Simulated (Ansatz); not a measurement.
## A plane-wave run on TlPt

input.yaml (Ansatz 0.2.0)

```yaml
crystal:
  lattice:
    - [2.841906, 4.922323, 0.0]
    - [-2.841906, 4.922323, 0.0]
    - [0.0, 0.0, 4.704229]
  atoms:
    - { symbol: Tl, position: [0.5, 0.5, 0.0] }
    - { symbol: Tl, position: [0.5, 0.0, 0.0] }
    - { symbol: Tl, position: [0.0, 0.5, 0.0] }
    - { symbol: Pt, position: [0.0, 0.0, 0.0] }
    - { symbol: Pt, position: [0.3333, 0.3334, 0.5] }
    - { symbol: Pt, position: [0.6666, 0.6667, 0.5] }
  symmetry: { tolerance: 0.0003 }
kpoints:
  mp_grid: { grid: [7, 7, 7], shift: [0, 0, 0] }
  band_path:
    path:
      - [0.0, 0.0, 0.0]
      - [0.49999997, -1.3e-07, 0.0]
      - [0.66666654, 0.33333314, 0.0]
      - [0.0, 0.0, 0.0]
      - [0.0, 0.0, 0.5]
      - [0.49999997, -1.3e-07, 0.5]
      - [0.66666654, 0.33333314, 0.5]
      - [0.0, 0.0, 0.5]
      - [0.49999997, -1.3e-07, 0.5]
      - [0.49999997, -1.3e-07, 0.0]
      - [0.66666654, 0.33333314, 0.5]
    npoints: 6
magnetization:
  spin_polarized: false
scf:
  occupations: { method: fermi_dirac }
  lower_state_search: "off"
  max_iter: 200
hamiltonian:
  pseudopotentials: { kind: paw }
  xc: lda
basis:
  ecutwfc: 420
  fft_grid_basis: typed
output:
  forces: true
  stress: true
  eigenvalues: true
  bader: true
  populations: true
  elf: true
  write_potential: true
  volumetric_format: npy
  dos:
    e_range: [-12, 8]
    de: 0.05
    projected: { site_lists: { Pt: [Pt], Tl: [Tl] } }
checkpoint:
  read: saved_state
```

The run starts from an earlier solution of this cell. 

Parts of the output:

```
Warning: the atoms were moved onto the symmetric positions of the space group found under crystal.symmetry.tolerance 3.0e-4 (fractional; no operation is sought that the atoms, as they stand in a round, miss by more than twice it, and no atom is moved by as much as it), and the run uses the moved positions.
Pseudopotentials: kind: paw
Pseudopotential: Tl, paw, valence charge 13, recommended cutoff 420 eV (normal), Tl.paw.azcp
Pseudopotential: Pt, paw, valence charge 18, recommended cutoff 420 eV (normal), Pt.paw.azcp
Functional definition: SPW92
  exchange = slater_x
  correlation = pw_c
Crystal: 6 atoms, lattice volume = 131.613 Å³
Basis set: ecut = 420 eV, 2631 PW (Γ)
Bands: 56, of which v1, the nominal top of the filled ones, is band 47 counted from 1 (46 counted from 0)
Symmetry: 24 space group operations
Space group: P6/mmm (ITA 191), of the structure as read, at distance tolerance 1.5e-3 Å
k-points: 32 of 343
Initial density: read from a saved state, or passed on in memory by an earlier SCF of this step, an earlier step, the calling program or the single point that the run made first
Functional: x = slater, c = lda
SCF iter   1: F=—  Δρ=1.70e-3  dr2=4.67e-3
SCF iter   2: F=—  Δρ=1.17e-3  dr2=1.73e-3
SCF iter   3: F=—  Δρ=1.89e-4  dr2=9.87e-5
SCF iter   4: F=—  Δρ=5.12e-5  dr2=5.36e-6
SCF iter   5: F=—  Δρ=1.34e-5  dr2=4.52e-7
SCF iter   6: F=-70170.5247 eV  Δρ=3.11e-6  dr2=1.13e-8
Free energy (F): -70170.5247 eV
Harris-Foulkes:  -70170.5247 eV  (|F-HF|=6.04e-9)
Internal energy: -70170.3938 eV  (E = F + TS)
E sigma→0 (E₀):  -70170.4593 eV
Entropy (-TS):   -0.1309 eV (-21.809 meV/atom)
Fermi energy:    13.7987 eV
--- Per-component energies (eV) ---
  E_band       = -705.2816
  E_kinetic    = 2935.4756
  E_local      = -9109.1243  (includes V_loc(G=0)·N_el)
  E_nonlocal   = 1592.4676
  E_hartree    = 3471.1997
  E_xc         = -1462.0156
  E_vxc        = -1330.8882  (∫ρ·V_xc dr)
  E_paw        = -57154.6253  (= ΣΔE_a)
  E_vpaw       = -1735.6099  (= ΣTr[D̂ρ^β])
  E_aug_tail   = 0.0007  (compensation charges beyond the density's cutoff)
  E_ewald      = -10444.7390
  E_core_change = 0.9669  (= ΣΔE_core)
  E_smearing   = -0.1309  (= −TS)
--- Stress (GPa, compression-positive) ---
        3.0701       0.0000       0.0000
        0.0000       3.0701       0.0000
        0.0000       0.0000      -9.2663
  P = ⅓ Tr σ = -1.0420 GPa (-10.420 kbar)
--- Löwdin populations: 6 sites ---
  site symbol       q [e]
     0     Tl     13.1690
     1     Tl     13.1690
     2     Tl     13.1690
     3     Pt     17.7695
     4     Pt     17.7293
     5     Pt     17.7293
  spilling = 0.0028 (of n_electrons = 93.0000)
--- Bader charges: 6 sites ---
  site symbol  charge [e]  shift [e]
     0     Tl      0.3655     0.0000
     1     Tl      0.3655     0.0000
     2     Tl      0.3656     0.0000
     3     Pt     -0.3796     0.0000
     4     Pt     -0.3585     0.0000
     5     Pt     -0.3585     0.0000
```

Total energies depend on the potentials used, so only differences within one code and one set of settings carry meaning.

Origin: a database entry at a rescaled volume.
